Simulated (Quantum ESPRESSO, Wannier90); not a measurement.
# Tight-binding from DFT: RbHgF3 (cubic perovskite)

Structure: Materials Project mp-7482, symmetrised, not relaxed again. COD (Crystallography Open Database) records the formula in this space group. Ideal cubic forms of this type are often high-temperature phases that distort on cooling; symmetry holds the cell here, and its stability was not tested. Method: PBEsol plane waves in Quantum ESPRESSO 7.5 (PseudoDojo norm-conserving files, 68 Ry, no spin polarisation, no spin-orbit coupling), Bloch states on a 6×6×6 mesh through Γ, Wannier90 4.0.1. Density: 8×8×8 mesh, Gaussian smearing 0.01 Ry. Spin-orbit coupling is left out although heavy elements are present.

```
begin unit_cell_cart
ang
    4.5492200000    0.0000000000    0.0000000000
    0.0000000000    4.5492200000    0.0000000000
    0.0000000000    0.0000000000    4.5492200000
end unit_cell_cart
mp_grid = 6 6 6
```

**Question.** Which shells of neighbouring k-points and which b-vectors and weights does Wannier90 pick for this cell and mesh?

**Answer.** 
```
 *---------------------------------- K-MESH ----------------------------------*
 +----------------------------------------------------------------------------+
 |                    Distance to Nearest-Neighbour Shells                    |
 |                    ------------------------------------                    |
 |          Shell             Distance (Ang^-1)          Multiplicity         |
 |          -----             -----------------          ------------         |
 |             1                   0.230193                      6            |
 |             2                   0.325542                     12            |
 |             3                   0.398706                      8            |
 |             4                   0.460386                      6            |
 |             5                   0.514727                     24            |
 |             6                   0.563855                     24            |
 |             7                   0.651083                     12            |
 |             8                   0.690578                     30            |
       ... (lines left out)
 +----------------------------------------------------------------------------+
 | The b-vectors are chosen automatically                                     |
 | The following shells are used:                       1                     |
 +----------------------------------------------------------------------------+
 |                        Shell   # Nearest-Neighbours                        |
 |                        -----   --------------------                        |
 |                          1               6                                 |
 +----------------------------------------------------------------------------+
 | Completeness relation is fully satisfied [Eq. (B1), PRB 56, 12847 (1997)]  |
 +----------------------------------------------------------------------------+
 |                  b_k Vectors (Ang^-1) and Weights (Ang^2)                  |
 |                  ----------------------------------------                  |
 |            No.         b_k(x)      b_k(y)      b_k(z)        w_b           |
 |            ---        --------------------------------     --------        |
 |             1         0.000000    0.000000    0.230193     9.435972        |
 |             2         0.000000    0.230193    0.000000     9.435972        |
 |             3         0.230193    0.000000    0.000000     9.435972        |
 |             4         0.000000    0.000000   -0.230193     9.435972        |
 |             5         0.000000   -0.230193    0.000000     9.435972        |
 |             6        -0.230193    0.000000    0.000000     9.435972        |
```
